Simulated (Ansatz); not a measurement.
# Run times of several calculations on WS2 with phosphorus replacing S

WS2 with phosphorus replacing S, cell charge -1. Cell: 54 atoms, space group P3m1, a = 9.540 Å, b = 9.540 Å, c = 12.500 Å, α = 90.00°, β = 90.00°, γ = 120.00°.

All runs are DFT with Ansatz 0.2.0 on 4 threads of Arm Neoverse V2 (aarch64; 8 cores open to the job, memory cap 8.0 GiB, no GPU), a shared host.

**Question.** Rank the runs by wall time, shortest first.
A. single point, PBE, 420 eV, 3×3×2 k-points, smearing 0.01 eV
B. relaxation of the ions, PBE, 420 eV, 3×3×2 k-points, smearing 0.01 eV
C. single point at relaxed positions, r2SCAN, 500 eV, 3×3×2 k-points, smearing 0.01 eV

**Answer.** A (99 s, 5.4 GiB), C (3.1 min, 5.6 GiB), B (5.9 min, 6.1 GiB).
